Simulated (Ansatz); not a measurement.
Total density of states per atom from LDA (plane waves, PAW; program Ansatz), in 0.25 eV bins, energy from the Fermi level:

```json
[
 {"E (eV)": "-7.85", "states/eV/atom": "0.27"},
 {"E (eV)": "-7.60", "states/eV/atom": "0.22"},
 {"E (eV)": "-7.35", "states/eV/atom": "0.23"},
 {"E (eV)": "-7.10", "states/eV/atom": "0.25"},
 {"E (eV)": "-6.85", "states/eV/atom": "0.24"},
 {"E (eV)": "-6.60", "states/eV/atom": "0.24"},
 {"E (eV)": "-6.35", "states/eV/atom": "0.24"},
 {"E (eV)": "-6.10", "states/eV/atom": "0.28"},
 {"E (eV)": "-5.85", "states/eV/atom": "0.32"},
 {"E (eV)": "-5.60", "states/eV/atom": "0.38"},
 {"E (eV)": "-5.35", "states/eV/atom": "0.45"},
 {"E (eV)": "-5.10", "states/eV/atom": "0.45"},
 {"E (eV)": "-4.85", "states/eV/atom": "0.50"},
 {"E (eV)": "-4.60", "states/eV/atom": "0.79"},
 {"E (eV)": "-4.35", "states/eV/atom": "0.59"},
 {"E (eV)": "-4.10", "states/eV/atom": "0.66"},
 {"E (eV)": "-3.85", "states/eV/atom": "0.98"},
 {"E (eV)": "-3.60", "states/eV/atom": "0.57"},
 {"E (eV)": "-3.35", "states/eV/atom": "0.59"},
 {"E (eV)": "-3.10", "states/eV/atom": "0.48"},
 {"E (eV)": "-2.85", "states/eV/atom": "0.65"},
 {"E (eV)": "-2.60", "states/eV/atom": "0.92"},
 {"E (eV)": "-2.35", "states/eV/atom": "0.75"},
 {"E (eV)": "-2.10", "states/eV/atom": "1.15"},
 {"E (eV)": "-1.85", "states/eV/atom": "1.24"},
 {"E (eV)": "-1.60", "states/eV/atom": "0.64"},
 {"E (eV)": "-1.35", "states/eV/atom": "0.83"},
 {"E (eV)": "-1.10", "states/eV/atom": "0.93"},
 {"E (eV)": "-0.85", "states/eV/atom": "0.53"},
 {"E (eV)": "-0.60", "states/eV/atom": "0.30"},
 {"E (eV)": "-0.35", "states/eV/atom": "0.18"},
 {"E (eV)": "-0.10", "states/eV/atom": "0.22"},
 {"E (eV)": "0.15", "states/eV/atom": "0.55"},
 {"E (eV)": "0.40", "states/eV/atom": "0.68"},
 {"E (eV)": "0.65", "states/eV/atom": "0.57"},
 {"E (eV)": "0.90", "states/eV/atom": "0.27"},
 {"E (eV)": "1.15", "states/eV/atom": "0.18"},
 {"E (eV)": "1.40", "states/eV/atom": "0.17"},
 {"E (eV)": "1.65", "states/eV/atom": "0.35"},
 {"E (eV)": "1.90", "states/eV/atom": "0.57"},
 {"E (eV)": "2.15", "states/eV/atom": "0.59"},
 {"E (eV)": "2.40", "states/eV/atom": "0.58"},
 {"E (eV)": "2.65", "states/eV/atom": "0.53"},
 {"E (eV)": "2.90", "states/eV/atom": "0.53"},
 {"E (eV)": "3.15", "states/eV/atom": "0.52"},
 {"E (eV)": "3.40", "states/eV/atom": "0.51"},
 {"E (eV)": "3.65", "states/eV/atom": "0.50"},
 {"E (eV)": "3.90", "states/eV/atom": "0.54"},
 {"E (eV)": "4.15", "states/eV/atom": "0.57"},
 {"E (eV)": "4.40", "states/eV/atom": "0.56"}
]
```

**Question.** Which of these materials gives this?
A) W, fcc (Cu type)
B) SiC, 6H polytype
C) FeSi2, P4/mmm (Fe on 1a, Si on 2h)
D) SiW, rock salt

**Answer.** C, FeSi2, P4/mmm (Fe on 1a, Si on 2h). Within 0.5 eV of the Fermi level: Fe 3d 70 %, Si 3p 24 %. Projections are on Löwdin-orthogonalised atomic valence shells; empty p or d shells of many metals are not among them.

The first step of the workflow began from a Materials Project structure, measured or hypothetical; the Crystallography Open Database files this formula in space group No. 123, but the cells were not matched. Its standing as an ambient phase is unchecked. Symmetry was held in the LDA relaxation; of distortions, only those at the zone centre were tested. No spin polarisation was allowed.

Potentials: the later of the program's two PAW sets.
